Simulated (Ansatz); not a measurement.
## Li$_{2}$Ca: hydrostatic pressure series

Theory: Ansatz, DFT r2SCAN, scalar-relativistic, plane waves, PAW. Settings: 500 eV cutoff, 8×8×8 k-mesh, Gaussian smearing of 0.10 eV, no spin polarisation.

Starting point, cell and atoms relaxed:

```xyz
6
Lattice="0.0000 4.4043 4.4043 4.4043 0.0000 4.4043 4.4043 4.4043 0.0000" Properties=species:S:1:pos:R:3 pbc="T T T"
Li    1.1011    1.1011    1.1011
Li    1.1011    3.3032    3.3032
Li    3.3032    3.3032    1.1011
Li    3.3032    1.1011    3.3032
Ca    4.4043    4.4043    4.4043
Ca    6.6064    6.6064    6.6064
```

Cell and atoms are relaxed at each pressure within the symmetry of the start, at zero temperature, so transitions that lower the symmetry aren't seen. The k-mesh given is that at zero pressure and may differ at others. a, b and c are the lengths of the cell vectors above.

| P (GPa) | V (Å³/atom) | V/V0 | a (Å) | b (Å) | c (Å) |
| --- | --- | --- | --- | --- | --- |
| -3 | 39.86 | 1.400 | 6.967 | 6.967 | 6.967 |
| 0 | 28.48 | 1.000 | 6.229 | 6.229 | 6.229 |
| 3 | 24.53 | 0.862 | 5.927 | 5.927 | 5.927 |
| 8 | 21.00 | 0.737 | 5.627 | 5.627 | 5.627 |
| 15 | 18.09 | 0.635 | 5.354 | 5.354 | 5.354 |
| 30 | 14.58 | 0.512 | 4.983 | 4.983 | 4.983 |
| 60 | 11.30 | 0.397 | 4.577 | 4.577 | 4.577 |

**Question.** What bulk modulus and pressure derivative fit these points?

**Answer.** A third-order Birch–Murnaghan fit gives B0 = 16 GPa and B0' = 3.4.